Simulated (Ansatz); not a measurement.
Space group Pm (No. 6). a = 5.043 Å, b = 3.130 Å, c = 5.418 Å, α = 90.00°, β = 90.03°, γ = 90.00°
```
atom site symmetry x y z
  Al    1b m  0.5002  0.5000  0.1673
  Al    1b m  0.0009  0.5000  0.8348
  Al    1a m  0.0011  0.0000  0.3317
  Ga    1a m  0.4994  0.0000  0.6662
   N    1a m  0.1112  0.0000  0.6663
   N    1b m  0.1225  0.5000  0.1672
   N    1b m  0.6251  0.5000  0.8402
   N    1a m  0.6232  0.0000  0.3263
```

Equation of state of this Al₃GaN₄ structure (not necessarily the ground state), with shape and atoms relaxed at each volume where symmetry leaves them free. Theory: DFT PBEsol, scalar-relativistic, plane waves, PAW in Ansatz 0.2.0.

Plane waves to 420 eV, a k mesh through Γ of 6×8×4 on the computed 8-atom cell and Gaussian smearing (0.02 eV); no spin polarisation.

```json
{"V (Å³/atom)": "9.408", "E − E(largest V) (meV/atom)": "61.46", "P (GPa)": "32.60", "gap on mesh (eV)": "4.49"}
{"V (Å³/atom)": "9.729", "E − E(largest V) (meV/atom)": "6.53", "P (GPa)": "22.54", "gap on mesh (eV)": "4.22"}
{"V (Å³/atom)": "10.050", "E − E(largest V) (meV/atom)": "-29.72", "P (GPa)": "13.88", "gap on mesh (eV)": "3.97"}
{"V (Å³/atom)": "10.370", "E − E(largest V) (meV/atom)": "-49.85", "P (GPa)": "6.43", "gap on mesh (eV)": "3.72"}
{"V (Å³/atom)": "10.691", "E − E(largest V) (meV/atom)": "-56.17", "P (GPa)": "0.02", "gap on mesh (eV)": "3.48"}
{"V (Å³/atom)": "11.012", "E − E(largest V) (meV/atom)": "-50.55", "P (GPa)": "-5.50", "gap on mesh (eV)": "3.25"}
{"V (Å³/atom)": "11.333", "E − E(largest V) (meV/atom)": "-34.69", "P (GPa)": "-10.24", "gap on mesh (eV)": "3.03"}
{"V (Å³/atom)": "11.760", "E − E(largest V) (meV/atom)": "0.00", "P (GPa)": "-15.56", "gap on mesh (eV)": "2.75"}
```

Task: Fit a third-order Birch–Murnaghan equation to E(V).

Result: V0 = 10.69 Å³/atom, B0 = 198 GPa, B0' = 4.0.